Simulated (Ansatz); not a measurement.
An Ansatz input and the part of its output that reports the observables at the nuclei.

The start is a structure deposited in the COD.

```yaml
crystal:
  lattice:
    - [4.918, 0.0, 0.0]
    - [0.0, 3.738, 0.0]
    - [0.0, 0.0, 7.109]
  atoms:
    - { symbol: Co, position: [0.962, 0.75, 0.218], spin: 3.0 }
    - { symbol: Co, position: [0.038, 0.25, 0.782], spin: 3.0 }
    - { symbol: Co, position: [0.538, 0.25, 0.718], spin: 3.0 }
    - { symbol: Co, position: [0.462, 0.75, 0.282], spin: 3.0 }
    - { symbol: Co, position: [0.826, 0.75, 0.562], spin: 3.0 }
    - { symbol: Co, position: [0.174, 0.25, 0.438], spin: 3.0 }
    - { symbol: Co, position: [0.674, 0.25, 0.062], spin: 3.0 }
    - { symbol: Co, position: [0.326, 0.75, 0.938], spin: 3.0 }
    - { symbol: Si, position: [0.298, 0.75, 0.611] }
    - { symbol: Si, position: [0.702, 0.25, 0.389] }
    - { symbol: Si, position: [0.202, 0.25, 0.111] }
    - { symbol: Si, position: [0.798, 0.75, 0.889] }
magnetization:
  spin_polarized: true
kpoints:
  mp_grid: { grid: [6, 8, 4] }
scf:
  occupations: { method: fermi_dirac, width: 0.02 }
hamiltonian:
  xc: pbe
  pseudopotentials: { kind: paw, frozen_core: stored }
output:
  forces: true
  stress: true
  populations: true
  efg: { quadrupole_moments_barn: { Co: 0.42 } }
relax:
  f_tol: 0.02
  max_steps: 60
```

```sh
ansatz run input.yaml --threads 1 --pin off --max-ram 3072MiB --backend cpu --events-out ev --progress --plain --runs-dir out
```

The run relaxes the ions first, and the block belongs to the relaxed positions.

Of the output, the block on the nuclei alone is shown; the set-up, the SCF iterations, energies, forces and stress are cut. One atom of each set with nearly equal values is shown.

```
--- PAW observables at the nuclei: V_zz in 10²¹ V/m², potentials from the cell's mean, atoms counted from 1 ---
  atom   1  Co V_zz =    +1.115295   η = 0.0271   by run symmetry: allowed   C_q = +11.3264 MHz
            electrostatic potential = -3392.046170 V   contact ρ = 114688.065468 e/Å³   contact ρ_s (e/Å³): all electrons -0.681321, valence +0.596593
  atom   5  Co V_zz =    +1.305954   η = 0.6971   by run symmetry: allowed   C_q = +13.2627 MHz
            electrostatic potential = -3392.102922 V   contact ρ = 114689.621182 e/Å³   contact ρ_s (e/Å³): all electrons -0.708559, valence +0.006028
  atom   9  Si V_zz =    +2.914052   η = 0.1856   by run symmetry: allowed
            electrostatic potential = -1368.528232 V   contact ρ = 12809.140894 e/Å³   contact ρ_s (e/Å³): all electrons -0.199371, valence -0.199855
```

The relaxation (4 steps) took 8.6 min of wall time (8.6 min of CPU time) and 1.5 GiB at its peak, on 1 thread of Intel Xeon Platinum 8175M CPU @ 2.50GHz (Skylake/Cascade Lake) (x86_64; 8 cores open to the job, memory cap 3.0 GiB, no GPU), a shared host with a load of 0.3 a core.

At this cell the PBE pressure is -5 GPa, so with PBE the cell would shrink if it were relaxed. The entry's cell may itself be off. With no gap above 0.1 eV, as in a metal, the gradients converge slowly in k; expect changes of a tenth or more on a denser mesh. The run lost most of its start moments on Co; a state with other moments may lie lower. The magnetic order is the one that the run reached from its start moments, not necessarily the measured one (the real compound may not order at all).
